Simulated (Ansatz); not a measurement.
TiAl (CuAu type, space group P4/mmm)

```
TiAl
1.0
    2.82408     0.00000     0.00000
    0.00000     2.82408     0.00000
    0.00000     0.00000     4.07063
Al Ti
1 1
Direct
  0.50000   0.50000   0.50000
  0.00000   0.00000   0.00000
```

In this cell atom 2 (Ti, nearest neighbour Ti at 2.824 Å; its periodic images, 2.8 Å or more away, move with it) is moved by s along Cartesian z, unit vector (0.000, 0.000, 1.000); all other atoms and the cell stay fixed.

These are PBE (plane waves to 420 eV, PAW, scalar-relativistic; Ansatz, a program for electronic structure) values and carry that method's errors. k mesh 13×13×9 (Γ-centred), Fermi-Dirac smearing 0.05 eV. Energies are smeared free energies. With partly filled bands, energies and forces of such displacements shift with the k mesh and the smearing. The PAW data are Ansatz's earlier set. TiAl is run without spin polarisation. TiAl was relaxed with its symmetry unable to fall. ΔE is measured from the undisplaced structure. The last digit holds for this mesh only.

```csv
s (Å),ΔE (meV/cell)
-0.560,1006.8
-0.448,withheld
-0.336,340.3
-0.224,145.9
-0.112,35.5
0.000,0.0
0.112,35.5
0.224,145.9
0.336,340.3
0.448,withheld
0.560,1006.8
```

Q: Fit an even polynomial form (powers 2, 4, 6) to the given rows and predict ΔE at s = -0.448.

A: Least squares on the 9 given rows: ΔE = (2806)·s² + (2154)·s⁴ + (-2759)·s⁶, in meV/cell with s in Å; root-mean-square residual 0.05 meV/cell. At -0.448 the fit gives 627.6 meV/cell; the calculation gives 625.1 meV/cell, so the interpolation is off by 2.5 (+0.4 %). The quadratic term alone would give 563.2 meV/cell.

(For displaced atoms, the force is minus the slope of the energy, and its curvature is a force constant, which sets phonon frequencies.)
